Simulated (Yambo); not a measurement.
Optical response of Pt₃Zn

```
CELL_PARAMETERS angstrom
      3.89855     0.00000     0.00000
      0.00000     3.89855     0.00000
      0.00000     0.00000     3.89855
ATOMIC_POSITIONS crystal
  Zn 0.00000 0.00000 0.00000
  Pt 0.50000 0.50000 0.00000
  Pt 0.00000 0.50000 0.50000
  Pt 0.50000 0.00000 0.50000
```

Yambo, RPA with local fields on PBEsol bands; 8×8×8 mesh, 107 bands, 4 Ry local-field block, 0.25 eV broadening; field along x.

| E (eV) | Im ε | Im ε, independent particles |
|---|---|---|
| 0.6 | 43.4 | 43.4 |
| 1.2 | 31.7 | 31.8 |
| 1.9 | 24.1 | 24.2 |
| 2.5 | 18.2 | 18.3 |
| 3.1 | 12.2 | 12.5 |
| 3.8 | 8.95 | 9.10 |
| 4.4 | 6.56 | 6.72 |
| 5.0 | 5.79 | 5.87 |
| 5.6 | 5.69 | 5.75 |
| 6.2 | 5.21 | 5.24 |
| 6.9 | 5.32 | 5.37 |
| 7.5 | 4.92 | 5.01 |
| 8.1 | 5.15 | 5.17 |
| 8.8 | 4.89 | 4.97 |
| 9.4 | 4.00 | 4.10 |
| 10.0 | 3.59 | 3.69 |
| 10.6 | 3.19 | 3.38 |
| 11.2 | 2.91 | 3.13 |
| 11.9 | 2.56 | 2.78 |
| 12.5 | 2.49 | 2.73 |
| 13.1 | 2.30 | 2.62 |
| 13.8 | 2.10 | 2.43 |
| 14.4 | 2.11 | 2.42 |
| 15.0 | 1.86 | 2.14 |
| 15.6 | 1.79 | 2.14 |
| 16.2 | 1.92 | 2.37 |
| 16.9 | 1.97 | 2.44 |
| 17.5 | 1.84 | 2.28 |
| 18.1 | 1.98 | 2.47 |
| 18.8 | 1.91 | 2.31 |
| 19.4 | 1.76 | 2.18 |
| 20.0 | 1.79 | 2.31 |

Only interband transitions are included: the Drude term is missing, so nothing below about 0.6 eV and no real part is shown. Peak heights and small wiggles depend on the k mesh.

Spin-orbit coupling is left out; for elements this heavy it splits bands near the Fermi level.

Geometry of the Materials Project entry, not relaxed at this level.
